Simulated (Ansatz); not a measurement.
P (black phosphorus), relaxed with PBE+D3(BJ) (Ansatz, an electronic-structure program, plane waves, PAW): a = 3.323 Å, b = 10.198 Å, c = 4.160 Å, α = β = γ = 90.00°.

```
Item      Value
--------  -----
gap (eV)   none
```

Q: The same phase is relaxed and computed with PBE in the same code. What are the cell and these values now?

A: a = 3.311 Å, b = 11.294 Å, c = 4.566 Å, α = β = γ = 90.00°.

gap (eV): 0.14

Weakly bound layers, chains or molecules computed without a dispersion correction, so cells and soft constants are ill determined: P, black phosphorus with PBE. All cells were relaxed under the symmetry of their starts (and spin orders); stability against distortions was not tested throughout.

Potentials: the earlier of the program's two PAW sets.

Ansatz is a plane-wave DFT program.
